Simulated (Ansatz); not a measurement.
Relaxed-ion elastic tensor of Bi$_{2}$Te$_{3}$ in space group R-3m (No. 166; Bi on 6c, Te on 3a, Te on 6c) in GPa (Voigt order), r²SCAN+D4 (plane waves, PAW; program Ansatz); density 7.53 g/cm³, 35.33 Å³ per atom.

```
68.1  18.1  16.7  -9.1   0.0   0.0
18.1  68.1  16.7   9.1   0.0   0.0
16.7  16.7  28.9   0.0   0.0   0.0
-9.1   9.1   0.0  17.5   0.0   0.0
 0.0   0.0   0.0   0.0  17.5  -9.1
 0.0   0.0   0.0   0.0  -9.1  25.0
```

**Question.** Is the crystal mechanically stable?

**Answer.** Yes: the smallest eigenvalue of C is 11.4 GPa.

**Question.** Work out the Voigt, Reuss and Hill averages.

**Answer.** K_V = 29.8, K_R = 25.0, K_H = 27.4; G_V = 19.6, G_R = 15.1, G_H = 17.3 GPa.

**Question.** Give Young's modulus, Poisson's ratio, Pugh's ratio and the universal anisotropy index.

**Answer.** E = 9KG/(3K + G) = 42.9 GPa; ν = 0.24; K/G = 1.58 (brittle by the Pugh limit of 1.75); A_U = 5G_V/G_R + K_V/K_R − 6 = 1.69.

**Question.** Estimate the sound speeds and the Debye temperature.

**Answer.** v_l = √((K + 4G/3)/ρ) = 2590 m/s, v_t = √(G/ρ) = 1520 m/s, mean 1680 m/s; Θ = (h/k)(3n/4πV)^(1/3) v_m = 153 K.

**Question.** Solve the Christoffel equation for the three sound speeds along x, y, z.

**Answer.** Eigenvalues of C_ijkl n_j n_l equal ρv². In km/s, slowest first: x 1.23, 2.03, 3.01; y 1.45, 1.82, 3.04; z 1.53, 1.53, 1.96.

**Question.** How much does each axis shrink under pressure?

**Answer.** Linear compressibilities β_i = Σ_j S_ij (j = 1 to 3): x 6.3, y 6.3, z 27 per TPa.

Symmetry was held in the r²SCAN+D4 relaxation. Spin–orbit coupling is left out wherever it is not named.

Potentials: the later of the program's two PAW sets.
